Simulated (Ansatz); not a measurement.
CuI:
```cif
data_Cu4I4
_chemical_formula_sum 'Cu4 I4'
_space_group_name_H-M_alt 'F-43m'
_space_group_IT_number 216
_space_group_name_Hall 'F -4 2 3'
_cell_length_a 6.07895
_cell_length_b 6.07895
_cell_length_c 6.07895
_cell_angle_alpha 90.000
_cell_angle_beta 90.000
_cell_angle_gamma 90.000
loop_
_atom_site_label
_atom_site_type_symbol
_atom_site_symmetry_multiplicity
_atom_site_Wyckoff_symbol
_atom_site_fract_x
_atom_site_fract_y
_atom_site_fract_z
_atom_site_occupancy
Cu1 Cu 4 c 0.25000 0.25000 0.25000 1
I1 I 4 a 0.00000 0.00000 0.00000 1
```
(The calculation used a cell of 2 atoms; values per cell refer to that cell.)

Relaxed with PBE. PBE in the plane-wave PAW code Ansatz gives a gap of 1.10 eV.

Problem. What gap does HSE06 give on the same cell (Ansatz, PAW)?

Solution. 2.61 eV, 1.51 eV more. The hybrid was solved on a coarser mesh and at special points; its gap is the smallest among all of these.

```csv
k,v1 PBE,c1 PBE,v1 HSE06,c1 HSE06
Γ,0.00,1.10,0.00,2.61
X,-1.47,2.73,(withheld),(withheld)
L,-0.70,2.13,(withheld),(withheld)
W,-1.23,4.46,(withheld),(withheld)
K,-1.22,3.10,(withheld),(withheld)
```

Problem. Top valence (v1) and lowest conduction level (c1) in eV from each method's valence maximum (which need not be a listed point): supply the withheld HSE06 values.

Solution. 
- K, v1 HSE06: -1.56
- K, c1 HSE06: 4.43
- X, v1 HSE06: -1.91
- X, c1 HSE06: 3.92
- L, v1 HSE06: -0.82
- L, c1 HSE06: 3.62
- W, v1 HSE06: -1.67
- W, c1 HSE06: 5.91

Cost on shared cores: the PBE run (SCF on a 8×8×8 mesh, then bands and DOS) very roughly 20 core-seconds, the HSE06 run (SCF on 6×6×6, then a few points) around 2.2 core-minutes (rough); the tasks are unlike.

The cell was relaxed with PBE under the symmetry of its start; phonons on a q-mesh show no instability. No spin polarisation was allowed. Scalar-relativistic: spin–orbit coupling is off unless named, which matters more the heavier the elements.

Potentials: the later of the program's two PAW sets.
